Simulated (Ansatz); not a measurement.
A distorted cell of Pb (fcc, Cu type):

```xyz
4
Lattice="4.9913 0.0000 0.0000 0.0000 4.9913 0.0000 0.0000 0.0000 4.9913" Properties=species:S:1:pos:R:3 pbc="T T T"
Pb     0.0000     0.0000     0.0000
Pb     2.3471     2.3471     0.0000
Pb     2.4956     0.0000     2.4956
Pb     0.0000     2.4956     2.4956
```

Method: r2SCAN (plane waves to 500 eV, PAW, scalar-relativistic; Ansatz, a quantum-chemistry and plane-wave program). k mesh 8×8×8 (Γ-centred), Fermi-Dirac smearing 0.05 eV. E stands for the smeared free energy. Compression counts positive. With partly filled bands, energies and forces of such displacements shift with the k mesh and the smearing. On this mesh the relaxed cell isn't quite at rest: it carries a pressure of 0.2 GPa (compression positive) at the zero of the scan. Pb was relaxed with its symmetry unable to fall. Spin-orbit coupling is left out, though Pb is heavy. The PAW data are Ansatz's earlier set.

Problem. Predict the force on every atom, in eV/Å.

Solution. 
```csv
atom,Fx,Fy,Fz
Pb1,-0.062,-0.062,0.000
Pb2,0.106,0.106,0.000
Pb3,0.011,-0.054,0.000
Pb4,-0.054,0.011,0.000
```

Problem. In it atom 2 sits (-0.148, -0.148, 0.000) Å away from its relaxed site. What is its energy relative to the relaxed cell?

Solution. 12.0 meV/cell.

(A displaced cell: forces are minus the slopes of the energy, force constants its curvatures, and phonons follow from these.)
